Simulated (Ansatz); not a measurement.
# Cd: energy along a strain

Cd, Fm-3m, a = 4.436 Å (as given, not relaxed at this level: -4.8 GPa). This isn't the element's structure at ambient conditions. Ansatz: LDA, PAW, 420 eV, Γ-centred 18×18×18 mesh on 1 atom, Gaussian smearing 0.15 eV; no spin polarisation. Cell vectors (Å): 0.000 2.218 2.218; 2.218 0.000 2.218; 2.218 2.218 0.000. The cell is strained by x per cent times the pattern (0 0 0 0 0 1) in the order xx yy zz yz xz xy (engineering shears), with fractional coordinates held. y is the free energy over the start, V0 = 21.827 Å³/atom. Symmetry makes y even in x. Points with a strain past 8.5 % were computed too (2) and aren't used here.

| x (%) | y (meV/atom) |
| --- | --- |
| -5.00 | -1.53 |
| 0.00 | 0.00 |
| 1.25 | -0.08 |
| 2.50 | ? |
| 3.75 | -0.85 |
| 6.25 | -2.42 |
| 7.50 | -3.60 |

Task: Fit y = c2 x² + c4 x⁴ to the other rows, get the stiffness along the pattern, and predict the missing energy.

Result: Least squares on the rows shown. y = −0.05856 x² − 9.538×10⁻⁵ x⁴. The clamped-ion stiffness p·C·p = 2 × -0.5856 eV × 160.2 / 21.827 Å³ = -8.6 GPa, which is C66 in these axes (C44 of the cubic crystal) (second derivative at the start, which stands under stress). At x = 2.50 the fit asked for gives -0.37 meV/atom. The run gave -0.35 meV/atom, so the fit is 0.02 meV/atom too low, a small miss on the scale of the series.